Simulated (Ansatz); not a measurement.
BiTeBr:
Space group P3m1 (No. 156); a = 4.296 Å, b = 4.296 Å, c = 6.680 Å, α = 90.00°, β = 90.00°, γ = 120.00°

```tsv
atom	site	symmetry	x	y	z
Bi	1a	3m.	0.0000	0.0000	0.0069
Te	1b	3m.	0.3333	0.6667	0.2660
Br	1c	3m.	0.6667	0.3333	0.7271
```

Relaxed with r²SCAN+D4.

**Question.** Tabulate the valence density and the electron localisation function along the shortest Bi–Br contact (3.11 Å), plane-wave PAW r²SCAN+D4 (Ansatz code).

**Answer.** 

```tsv
distance from Bi (Å)	density (e/Å³)	ELF
0.31	6.61	0.08
0.47	5.25	0.16
0.62	3.63	0.33
0.78	1.97	0.46
0.93	0.90	0.48
1.09	0.50	0.42
1.24	0.30	0.32
1.40	0.22	0.23
1.55	0.20	0.24
1.71	0.23	0.41
1.86	0.33	0.66
2.02	0.50	0.81
2.17	0.76	0.87
2.33	1.05	0.86
2.48	1.18	0.70
2.64	0.97	0.27
2.79	0.54	0.02
```

The density is the valence pseudo-density with augmentation charge, so density and ELF within about 1 Å of a nucleus are not all-electron values.

The workflow started from a Materials Project entry (that database holds measured and hypothetical structures alike); the Crystallography Open Database copy checked does not list it. With Te and Br taken as one species the cell has the higher symmetry P-3m1, so it may be an ordered model of a mixed-site phase. Its standing as an ambient phase is unchecked. Symmetry was held in the r²SCAN+D4 relaxation; whether a distortion lowers the energy is not shown. Scalar-relativistic: spin–orbit coupling is off unless named, which matters more the heavier the elements.

Potentials: the later of the program's two PAW sets.
